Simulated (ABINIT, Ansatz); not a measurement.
This is a calculation of NbTe for ABINIT 10.8.3 (patched build). Atoms were shifted at random by some hundredths of an Å from the given cell, which wasn't relaxed again for these runs. The cell comes from a database or a generator and needn't be the stable form of this composition.

File run.abi:

```
# Pseudopotentials
pp_dirpath "./"
pseudos "Nb.GGA_PBE-JTH.xml, Te.GGA_PBE-JTH.xml"

# Structure
acell 3*1.0
rprim
     6.4736347851     0.0000000000     0.0000000000
     0.0000000000     6.4736347851     0.0000000000
     0.0000000000     0.0000000000     6.4736347851
ntypat 2
znucl 41 52
natom 2
typat 1 2
xred
     0.4931030000     0.5000620000     0.4949070000
     0.0090090000    -0.0058380000     0.0082130000
chkprim 0
chksymtnons 0
tolsym 1.0e-6

# Plane-wave basis
ecut 16.0
pawecutdg 32.0
pawxcdev 0

# k points
kptopt 1
ngkpt 8 8 8
nshiftk 1
shiftk 0.0 0.0 0.0

# Exchange and correlation
ixc 11

# Bands and occupations
nband 14
occopt 3
tsmear 0.05 eV

# SCF cycle
nstep 100
tolvrs 1.0e-9

# Output
iomode 3
prtwf 0
prteig 0
prtebands 0
enunit 2
prtden 1
prtvha 1
prtvclmb 1
prtpot 1
```

Potentials or basis: JTH PAW PBE v2.0.

Command:

```bash
$ abinit run.abi > log 2>&1
```

Problem. Translate it to Ansatz 0.2.0. Potentials or basis there: Ansatz PAW (earlier soft set), cutoff 420 eV.

Solution. As run (cutoffs and basis follow the program's own potentials, and thresholds, step limits or extra output files can differ):

File input.yaml:

```yaml
crystal:
  lattice:
    - [3.4257, 0.0, 0.0]
    - [0.0, 3.4257, 0.0]
    - [0.0, 0.0, 3.4257]
  atoms:
    - { symbol: Nb, position: [0.493103, 0.500062, 0.494907] }
    - { symbol: Te, position: [0.009009, -0.005838, 0.008213] }
hamiltonian:
  xc: pbe
  pseudopotentials: { kind: paw, azcp: { folder: soft_1 } }
kpoints:
  mp_grid: { grid: [8, 8, 8] }
scf:
  occupations: { method: fermi_dirac, width: 0.05 }
output:
  forces: true
  stress: true
  eigenvalues: true
```

Potentials or basis: Ansatz PAW soft_1.

Launch:

```sh
$ ansatz run input.yaml --threads 1 --pin off --max-ram 3584MiB --backend cpu --events-out ev --progress --plain --runs-dir out
```

Both were run:

|  | ABINIT | Ansatz |
| --- | --- | --- |
| Pressure | 1.3 GPa | 0.3 GPa |
| Largest force | 0.287 eV/Å | 0.283 eV/Å |
| Energy over the undisturbed cell | 5.2 meV/atom | 5.1 meV/atom |

Ansatz's pressure holds a Pulay term of +0.03 GPa for its cutoff of 420 eV, which the other run lacks.

The potentials hold 19 and 29 valence electrons a cell.

Where Ansatz's input types no cutoff or centring, it takes its own default and a Γ-centred mesh.

Pressure is positive in compression.
